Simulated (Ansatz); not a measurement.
Question: In2O3 (La2O3 or Ni2Al3 type, P-3m1) is relaxed with the program Ansatz at the r²SCAN+D4 level (PAW). What lattice parameters of the conventional cell result?

Answer: a = 3.418 Å, c = 6.054 Å.

Question: Give the free coordinates with the occupied sites.

Answer: In one choice of origin and axes:

```json
[
 {"atom": "In", "site": "2d", "symmetry": "3m.", "x": "0.3333", "y": "0.6667", "z": "0.2377"},
 {"atom": "O", "site": "2d", "symmetry": "3m.", "x": "0.6667", "y": "0.3333", "z": "0.3463"},
 {"atom": "O", "site": "1a", "symmetry": "-3m.", "x": "0.0000", "y": "0.0000", "z": "0.0000"}
]
```

Question: Is it a metal or does it have a gap at this level?

Answer: A gap of 1.34 eV.

The start of the workflow was typed in or built on a structure type; neither database checked (COD, Materials Project) lists it. It is not the phase usual at ambient conditions (space group No. 206). The cell was relaxed with r²SCAN+D4 under the symmetry of its start. At this level the phase is mechanically unstable. The volume moved by -25 % from the start of the relaxation. Scalar-relativistic: spin–orbit coupling is off unless named, which matters more the heavier the elements.

Potentials: the earlier of the program's two PAW sets.
